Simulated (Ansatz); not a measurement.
Computed energy against volume: La(BC)2 (space group P4/mbm)

La(BC)₂ (space group P4/mbm)

```cif
data_C4B4La2
_chemical_formula_sum 'La2 B4 C4'
_space_group_name_H-M_alt 'P4/mbm'
_space_group_IT_number 127
_space_group_name_Hall '-P 4 2ab'
_cell_length_a 5.37877
_cell_length_b 5.37877
_cell_length_c 3.91511
_cell_angle_alpha 90.000
_cell_angle_beta 90.000
_cell_angle_gamma 90.000
loop_
_atom_site_label
_atom_site_type_symbol
_atom_site_symmetry_multiplicity
_atom_site_Wyckoff_symbol
_atom_site_fract_x
_atom_site_fract_y
_atom_site_fract_z
_atom_site_occupancy
La1 La 2 a 0.00000 0.00000 0.00000 1
B1 B 4 h 0.13728 0.36272 0.50000 1
C1 C 4 h 0.33855 0.16145 0.50000 1
```

This relaxed cell (volume V₀) is scaled evenly in all directions, its shape held. The atoms relax within the cell's symmetry.

These are PBEsol (plane waves to 420 eV, PAW, scalar-relativistic; Ansatz, an electronic-structure program) values and carry that method's errors. k mesh 9×9×12 (Γ-centred), Fermi-Dirac smearing 0.05 eV. Energies are smeared free energies. Stress and pressure are positive under compression. With the shape held, the modulus is that of even scaling; a crystal free to change shape is softer. La(BC)2 is run without spin polarisation. La(BC)2 was relaxed with its symmetry unable to fall. ΔE is measured from the relaxed starting cell.

```
V/V₀   ΔE (meV/atom)  P (GPa)
-----  -------------  -------
0.840            222     45.0
0.880            116     30.3
0.920             48     18.2
0.960             11      8.2
1.000              0      0.0
1.040             10     -6.8
1.080             37    -12.5
1.120             80    -17.1
1.160            134    -21.0
```

Summary:

```yaml
pressure_at_the_smallest_volume: 45.0 GPa
energy_cost_of_the_largest_compression: 222 meV/atom
energy_cost_of_the_largest_expansion: 134 meV/atom
Bulk modulus at fixed cell shape B₀ (third-order Birch-Murnaghan fit): 187 GPa
Pressure derivative B₀′ (fit): 3.7
equilibrium_volume_of_the_fit: 11.33 Å³/atom
Pressure for 5 % compression (fit): 10.5 GPa
```

(Under strain, the slope of the energy per volume gives the stress and its curvature an elastic modulus.)
